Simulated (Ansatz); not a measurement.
Rb (bcc, W type)

```yaml
crystal:
  lattice:
    - [-2.78750, 2.78750, 2.78750]
    - [2.78750, -2.78750, 2.78750]
    - [2.78750, 2.78750, -2.78750]
  atoms:
    - { symbol: Rb, position: [0.00000, 0.00000, 0.00000] }
```

The slice is a {211} plane (indices of the conventional cell) through the point (0.000, 0.000, 0.000) (fractional), spanned by u = [111] and v = [1 0 -1] in vectors of this cell: u (4.83 Å) and v (7.88 Å, at 90° to u). It covers one period; positions are fractions (u, v).

These are PBEsol (plane waves to 420 eV, PAW, scalar-relativistic; Ansatz, an electronic-structure program) values and carry that method's errors. k mesh 12×12×12. Near the nuclei the fields are pseudised (PAW); where an atom keeps semicore shells as valence, they peak there. Rb was relaxed with its symmetry unable to fall. The PAW data are Ansatz's earlier set.

Q: Predict the map of the valence electron density on the slice.

A: 
```
|999988551100000011558899|
|998866331100000011336688|
|555533110000000000113355|
|222211000000000000001122|
|000000000000000000000000|
|000000000000000000000000|
|000000000000000000000000|
|000000000000000000000000|
|000000000000000000000000|
|000000000000000000000000|
|000000000000000000000000|
|000000000000000000000000|
|000000000000000000000000|
|000000000000000000000000|
|000000000000000000000000|
|222211000000000000001122|
|555533110000000000113355|
|998866331100000011336688|
|999988551100000011558899|
|889999552200000022559999|
```
Scale: ten equal steps from -1.87 (start of '0') to 0.31 (end of '9'), in the order '0123456789'. Values: log₁₀ of the valence density in e/Å³. The map has 12 points along u (two characters each, u = 0 at the left) and 20 along v (v = 0 in the bottom row). The scale is logarithmic, as a density can span decades between atoms and voids.
